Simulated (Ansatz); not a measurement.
InAs (zinc blende, F-43m) under volume change, plane-wave PAW PBE (Ansatz code), scaled uniformly.

```
V (Å³/atom)  E − E(relaxed) (meV/atom)  P (GPa)
-----------  -------------------------  -------
26.931                            43.7     5.74
27.819                            18.3     3.49
28.707                               …        …
29.595                             0.0     0.01
30.483                               …        …
31.371                            14.3    -2.45
32.259                            30.6    -3.39
```

**Question.** Fill in the missing entries.

**Answer.** 
- 28.707, E − E(relaxed) (meV/atom): 4.3
- 28.707, P (GPa): 1.60
- 30.483, E − E(relaxed) (meV/atom): 3.8
- 30.483, P (GPa): -1.33

**Question.** What does a third-order Birch–Murnaghan fit give for V₀, B₀ and B′?

**Answer.** V₀ = 29.60 Å³/atom, B₀ = 48.4 GPa, B′ = 4.8.

Symmetry was held in the PBE relaxation.

Potentials: the earlier of the program's two PAW sets.
